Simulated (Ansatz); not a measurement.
Nb2O5 in space group C2/c (No. 15; Nb on 8f, O on 8f, O on 4e, O on 8f), r²SCAN (plane waves, PAW; program Ansatz), all energies at zero smearing, with the estimated change up to a 700 eV cutoff added, with one set of potentials and settings (totals compare only within such a set). Cell of 14 atoms (4 Nb, 10 O): -23954.851 eV.

```json
[
 {"element": "Nb", "reference phase": "Im-3m, 1 atoms in the cell", "E (eV/atom)": "-4563.6321"},
 {"element": "O", "reference phase": "C2/m, 4 atoms in the cell, spin-polarised", "E (eV/atom)": "-566.0281"}
]
```

Formation energy per atom, worked out: (-23954.851 − 4×(-4563.6321) − 10×(-566.0281))/14 = -2.860 eV/atom (-276 kJ per mol of atoms), at 0 K, without zero-point energy or fitted corrections.

The first step of the workflow began from a Materials Project structure, measured or hypothetical; the Crystallography Open Database files this formula in space group No. 15, but the cells were not matched. Whether it is the stable phase at ambient conditions was not checked. Symmetry was held in the r²SCAN relaxation; whether a distortion lowers the energy is not shown. The run is not spin-polarised. The references are the lowest solids computed at this level, not always the standard phases (solids in place of the gases).

Potentials: the later of the program's two PAW sets.
